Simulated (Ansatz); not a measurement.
Consider the following.

Sc₃InB:
```cif
data_BInSc3
_chemical_formula_sum 'B1 In1 Sc3'
_space_group_name_H-M_alt 'P 1'
_space_group_IT_number 1
_cell_length_a 4.68128
_cell_length_b 4.68128
_cell_length_c 4.68128
_cell_angle_alpha 90.000
_cell_angle_beta 90.000
_cell_angle_gamma 90.000
loop_
_space_group_symop_operation_xyz
  'x, y, z'
loop_
_atom_site_label
_atom_site_type_symbol
_atom_site_fract_x
_atom_site_fract_y
_atom_site_fract_z
_atom_site_occupancy
B1 B 0.50000 0.50000 0.50000 1
In1 In 0.00000 0.00000 0.00000 1
Sc1 Sc 0.00000 0.50000 0.50000 1
Sc2 Sc 0.50000 0.00000 0.50000 1
Sc3 Sc 0.50000 0.50000 0.00000 1
```

This is the r²SCAN-relaxed structure.

Problem. All from DFT-r²SCAN in the program Ansatz with PAW potentials, unless another level is named. Predict the density of states at the Fermi level.

Solution. 0.87 states/eV per atom (mean over ±0.08 eV).

Problem. What about the formation energy from the elements (no fitted shifts)?

Solution. -0.51 eV/atom.

Problem. Next, the gap with spin–orbit coupling?

Solution. none (metallic).

Space group Pm-3m (anti-perovskite). The workflow started from an entry of the Crystallography Open Database (COD). Whether it is the stable phase at ambient conditions was not checked. The cell was relaxed with r²SCAN under the symmetry of its start; of distortions, only those at the zone centre were tested. The run is not spin-polarised. The references are the lowest solids computed at this level, not always the standard phases. Spin–orbit coupling is left out wherever it is not named.

Potentials: the later of the program's two PAW sets.
